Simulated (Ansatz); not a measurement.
**Scan of one atom of the cell for Cd (hcp, Mg type)**

Relaxed Cd (hcp, Mg type):

```
CELL_PARAMETERS angstrom
      2.96206     0.00000     0.00000
     -1.48103     2.56522     0.00000
      0.00000     0.00000     5.80108
ATOMIC_POSITIONS crystal
  Cd 0.33333 0.66667 0.75000
  Cd 0.66667 0.33333 0.25000
```

Scan: atom 2 (Cd, nearest neighbour Cd at 2.962 Å; its periodic images, 3.0 Å or more away, move with it) is displaced along a lattice vector, direction (0.500, -0.866, 0.000) in Cartesian axes, by s. The other atoms stay.

Level of theory: r2SCAN (plane waves to 500 eV, PAW, scalar-relativistic; Ansatz, a quantum-chemistry and plane-wave program). k mesh 14×14×7 (Γ-centred), Fermi-Dirac smearing 0.05 eV. E stands for the smeared free energy. Stress and pressure are positive under compression. With partly filled bands, energies and forces of such displacements shift with the k mesh and the smearing. F∥ is the force on the atom along that direction. F⊥ is the part of the force across the line. On this mesh the relaxed cell isn't quite at rest: it carries a pressure of 0.2 GPa (compression positive) at the zero of the scan. Cd was relaxed with its symmetry unable to fall. The PAW data are Ansatz's earlier set. The zero of ΔE is the undisplaced structure.

```
s (Å)   ΔE (eV/cell)  |F⊥| (eV/Å)  F∥ (eV/Å)  P (GPa)
------  ------------  -----------  ---------  -------
-0.590        0.0388        0.078      0.110      0.9
-0.472        0.0263        0.051      0.101      0.7
-0.354        0.0155        0.029      0.083      0.4
-0.236        0.0071        0.013      0.059      0.3
-0.118        0.0018        0.003      0.030      0.2
0.000         0.0000        0.000      0.000      0.2
0.118         0.0018        0.003     -0.030      0.2
0.236         0.0071        0.013     -0.059      0.3
0.354         0.0155        0.029     -0.083      0.4
0.472         0.0263        0.051     -0.101      0.7
0.590         0.0388        0.078     -0.110      0.9
```

Read from the data:

* **Energy at s = 0.590 Å**: 38.8 meV/cell
* **Force along the line at s = -0.590 Å**: 0.110 eV/Å
* **Symmetry of the curve**: even: the same for both signs
* **Shape of the curve**: a single well with its minimum at or next to zero displacement
* **Force constant k = d²E/ds² at s = 0 (finite differences)**: 0.26 eV/Å²

The 11 points together took about 6 core-minutes (a rough figure).

(For displaced atoms, the force is minus the slope of the energy, and its curvature is a force constant, which sets phonon frequencies.)
